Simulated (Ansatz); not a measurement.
Polymorphs of AgW, each relaxed with DFT-r²SCAN in the program Ansatz with PAW potentials:

A: Cmcm
a = 2.7035 Å, b = 11.0399 Å, c = 4.4786 Å, α = 90.00°, β = 90.00°, γ = 90.00°

```tsv
atom	site	symmetry	x	y	z
Ag	4c	m2m	0.0000	0.3142	0.2500
W	4c	m2m	0.0000	0.0583	0.2500
```

B: L1₀ or tetragonal B2 (P4/mmm)
a = b = 2.666 Å, c = 4.554 Å, α = β = γ = 90.00°

```tsv
atom	site	symmetry	x	y	z
Ag	1a	4/mmm	0.0000	0.0000	0.0000
W	1d	4/mmm	0.5000	0.5000	0.5000
```

Task: Rank these by energy per atom at 0 K (lowest first), as r²SCAN gives it.

Result: B (+0 meV/atom), A (+32 meV/atom)

Typed or built starts, not in the databases checked: A; B. All cells were relaxed under the symmetry of their starts (and spin orders); stability against distortions was not tested throughout. Rows with no word on spin ran without spin polarisation. Spin–orbit coupling is left out wherever it is not named.

Energies hold the estimated change up to a 700 eV cutoff; steps of a few meV lie near the error of the meshes.

Potentials: the earlier of the program's two PAW sets.
